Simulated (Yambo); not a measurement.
G0W0@PBEsol for NaBa₂ReO₆ (space group Fm-3m, No. 225) in Yambo. Reference settings: 2×2×2 Γ-centred k mesh, bands 6 to 229 and a 7 Ry block in the screening, 229 bands in G with the Bruneval-Gonze terminator, plasmon pole fitted at 27.2 eV. The PBEsol gap Γ → X on this mesh is 1.90 eV; G0W0 gaps are taken between the same points.

With and without the terminator, as bands are cut:

| bands in G (in W) | gap, terminator (eV) | gap, none (eV) | valence shift, terminator (eV) | valence shift, none (eV) |
|---|---|---|---|---|
| 94 (229) | 3.665 | 3.647 | -0.371 | 0.315 |
| 152 (229) | 3.629 | 3.589 | -0.400 | -0.002 |
| 229 (229) | 3.623 | 3.596 | -0.417 | -0.196 |

Over this range the gap spans 0.042 eV with the terminator and 0.058 eV without, the valence shift 0.046 eV and 0.511 eV. Neither column has reached its limit for certain.

Spin-orbit coupling is not included.

Geometry of the Materials Project entry, not relaxed at this level; primitive cell a = 5.9548 Å, b = 5.9548 Å, c = 5.9548 Å, α = 60.00°, β = 60.00°, γ = 60.00°.

A shift is the quasiparticle energy of the state minus its PBEsol energy.
